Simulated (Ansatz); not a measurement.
Input, command and steps of an Ansatz relaxation.

```yaml
crystal:
  lattice:
    - [4.2169105996, 0.0, 0.0]
    - [-2.1084552998, 3.6519517047, 0.0]
    - [0.0, 0.0, 6.5667919607]
  atoms:
    - { symbol: Si, position: [0.3333333333, 0.6666666667, 0.25] }
    - { symbol: Si, position: [0.6666666667, 0.3333333333, 0.75] }
    - { symbol: Cl, position: [0.25, 0.25, 0.0] }
    - { symbol: Cl, position: [0.75, 0.0, 0.0] }
    - { symbol: Cl, position: [0.0, 0.75, 0.0] }
basis:
  ecutwfc: 420
kpoints:
  mp_grid: { grid: [6, 6, 4] }
hamiltonian:
  xc: pbe
scf:
  occupations: { method: gaussian, width: 0.1 }
  lower_state_search: "off"
output:
  forces: true
  stress: true
  eigenvalues: true
relax:
  adjacent_minimum: "off"
  f_tol: 0.04
  max_steps: 70
  cell: { stress_tol: 0.4 }
```

```bash
ansatz run input.yaml --threads 1 --pin off --max-ram 2560MiB --backend cpu --events-out ev --progress --plain --runs-dir out
```

Theory: DFT PBE, scalar-relativistic, plane waves, PAW in Ansatz 0.2.0.

Of 18 frames 10 are shown, positions in Å and forces in eV/Å; the SCF threshold varies from step to step. Steps run on the plane waves of an earlier cell, with a Pulay correction in the pressure. The basis is chosen afresh for the last frame, the zero of the energies, and at times for earlier ones too; energy and pressure step there, also at an unchanged geometry. Here that happened at step 15 (-38 meV/atom, 1.1 GPa); the frames before carry an error of that size.

```xyz
5
Lattice="4.2169 0.0000 0.0000 -2.1085 3.6520 0.0000 0.0000 0.0000 6.5668" Properties=species:S:1:pos:R:3:forces:R:3 pbc="T T T" step=1 free_energy_over_end_meV_per_atom=3694.18 pressure_GPa=50.34
Si    0.0000    2.4346    1.6417    0.0000    0.0000    1.6156
Si    2.1085    1.2173    4.9251    0.0000    0.0000   -1.6156
Cl    0.5271    0.9130    0.0000    9.4796   16.4191    0.0000
Cl    3.1627    0.0000    0.0000  -18.9592    0.0000    0.0000
Cl   -1.5813    2.7390    0.0000    9.4796  -16.4191    0.0000
5
Lattice="4.6274 0.0000 0.0000 -2.3137 4.0075 0.0000 0.0000 0.0000 6.5334" Properties=species:S:1:pos:R:3:forces:R:3 pbc="T T T" step=3 free_energy_over_end_meV_per_atom=1219.88 pressure_GPa=19.53
Si    0.0000    2.6716    1.6606    0.0000    0.0000   -0.9278
Si    2.3137    1.3358    4.8728    0.0000    0.0000    0.9278
Cl    0.6798    1.1774    0.0000    2.1485    3.7214    0.0000
Cl    3.2679    0.0000    0.0000   -4.2971    0.0000    0.0000
Cl   -1.6340    2.8301    0.0000    2.1485   -3.7214    0.0000
5
Lattice="5.0375 0.0000 0.0000 -2.5188 4.3626 0.0000 0.0000 0.0000 6.3474" Properties=species:S:1:pos:R:3:forces:R:3 pbc="T T T" step=5 free_energy_over_end_meV_per_atom=432.39 pressure_GPa=8.49
Si    0.0000    2.9084    1.5187    0.0000    0.0000   -0.1994
Si    2.5188    1.4542    4.8287    0.0000    0.0000    0.1994
Cl    0.7920    1.3718    0.0000    0.3402    0.5893    0.0000
Cl    3.4535    0.0000    0.0000   -0.6805    0.0000    0.0000
Cl   -1.7267    2.9908    0.0000    0.3402   -0.5893    0.0000
5
Lattice="5.4459 0.0000 0.0000 -2.7230 4.7163 0.0000 0.0000 0.0000 6.0924" Properties=species:S:1:pos:R:3:forces:R:3 pbc="T T T" step=7 free_energy_over_end_meV_per_atom=159.86 pressure_GPa=2.50
Si    0.0000    3.1442    1.4328    0.0000    0.0000   -0.0374
Si    2.7230    1.5721    4.6596    0.0000    0.0000    0.0374
Cl    0.8800    1.5242    0.0000    0.0871    0.1508    0.0000
Cl    3.6860    0.0000    0.0000   -0.1742    0.0000    0.0000
Cl   -1.8430    3.1921    0.0000    0.0871   -0.1508    0.0000
5
Lattice="5.7436 0.0000 0.0000 -2.8718 4.9741 0.0000 0.0000 0.0000 5.4581" Properties=species:S:1:pos:R:3:forces:R:3 pbc="T T T" step=9 free_energy_over_end_meV_per_atom=82.20 pressure_GPa=0.07
Si    0.0000    3.3161    1.3661    0.0000    0.0000    0.1486
Si    2.8718    1.6580    4.0920    0.0000    0.0000   -0.1486
Cl    0.9503    1.6460    0.0000    0.0351    0.0608    0.0000
Cl    3.8430    0.0000    0.0000   -0.0702    0.0000    0.0000
Cl   -1.9215    3.3281    0.0000    0.0351   -0.0608    0.0000
5
Lattice="5.7987 0.0000 0.0000 -2.8993 5.0218 0.0000 0.0000 0.0000 5.1378" Properties=species:S:1:pos:R:3:forces:R:3 pbc="T T T" step=10 free_energy_over_end_meV_per_atom=68.88 pressure_GPa=-0.17
Si    0.0000    3.3479    1.3528    0.0000    0.0000    0.2490
Si    2.8993    1.6739    3.7851    0.0000    0.0000   -0.2490
Cl    0.9679    1.6764    0.0000    0.0076    0.0132    0.0000
Cl    3.8630    0.0000    0.0000   -0.0153    0.0000    0.0000
Cl   -1.9315    3.3454    0.0000    0.0076   -0.0132    0.0000
5
Lattice="5.7767 0.0000 0.0000 -2.8883 5.0027 0.0000 0.0000 0.0000 4.6722" Properties=species:S:1:pos:R:3:forces:R:3 pbc="T T T" step=12 free_energy_over_end_meV_per_atom=51.00 pressure_GPa=-0.30
Si    0.0000    3.3352    1.3937    0.0000    0.0000    0.0853
Si    2.8883    1.6676    3.2785    0.0000    0.0000   -0.0853
Cl    0.9658    1.6729    0.0000   -0.0002   -0.0003    0.0000
Cl    3.8450    0.0000    0.0000    0.0003    0.0000    0.0000
Cl   -1.9225    3.3299    0.0000   -0.0002    0.0003    0.0000
5
Lattice="5.7358 0.0000 0.0000 -2.8679 4.9674 0.0000 0.0000 0.0000 4.5267" Properties=species:S:1:pos:R:3:forces:R:3 pbc="T T T" step=14 free_energy_over_end_meV_per_atom=48.71 pressure_GPa=-0.01
Si    0.0000    3.3116    1.4171    0.0000    0.0000   -0.0043
Si    2.8679    1.6558    3.1096    0.0000    0.0000    0.0043
Cl    0.9549    1.6540    0.0000   -0.0010   -0.0017    0.0000
Cl    3.8260    0.0000    0.0000    0.0019    0.0000    0.0000
Cl   -1.9130    3.3134    0.0000   -0.0010    0.0017    0.0000
5
Lattice="5.8803 0.0000 0.0000 -2.9402 5.0925 0.0000 0.0000 0.0000 4.5493" Properties=species:S:1:pos:R:3:forces:R:3 pbc="T T T" step=16 free_energy_over_end_meV_per_atom=1.46 pressure_GPa=0.31
Si    0.0000    3.3950    1.3899    0.0000    0.0000   -0.0160
Si    2.9402    1.6975    3.1594    0.0000    0.0000    0.0160
Cl    0.9949    1.7233    0.0000    0.0089    0.0155    0.0000
Cl    3.8905    0.0000    0.0000   -0.0179    0.0000    0.0000
Cl   -1.9452    3.3692    0.0000    0.0089   -0.0155    0.0000
5
Lattice="5.9494 0.0000 0.0000 -2.9747 5.1523 0.0000 0.0000 0.0000 4.5671" Properties=species:S:1:pos:R:3:forces:R:3 pbc="T T T" step=18 free_energy_over_end_meV_per_atom=0.00 pressure_GPa=0.06
Si    0.0000    3.4349    1.3764    0.0000    0.0000   -0.0067
Si    2.9747    1.7174    3.1908    0.0000    0.0000    0.0067
Cl    1.0170    1.7615    0.0000    0.0069    0.0119    0.0000
Cl    3.9154    0.0000    0.0000   -0.0137    0.0000    0.0000
Cl   -1.9577    3.3909    0.0000    0.0069   -0.0119    0.0000
```

The start puts this composition into another compound's structure type, which needn't suit it. The cell swells from 20.2 to 28.0 Å³ an atom, so the end can be far from any stable crystal. At the end the space group is P321 (tolerance 0.05 Å).

Time: 47 s on 1 thread of Intel(R) Xeon(R) 6975P-C (Granite Rapids), with other jobs on the host, peak memory 0.41 GiB.

The k mesh is coarse. The cell holds layers, and where no dispersion correction was added their binding is poorly described. The cell has an odd number of electrons and was run without spin polarisation, which forces a half-filled band: energy, forces and stress belong to that artificial state.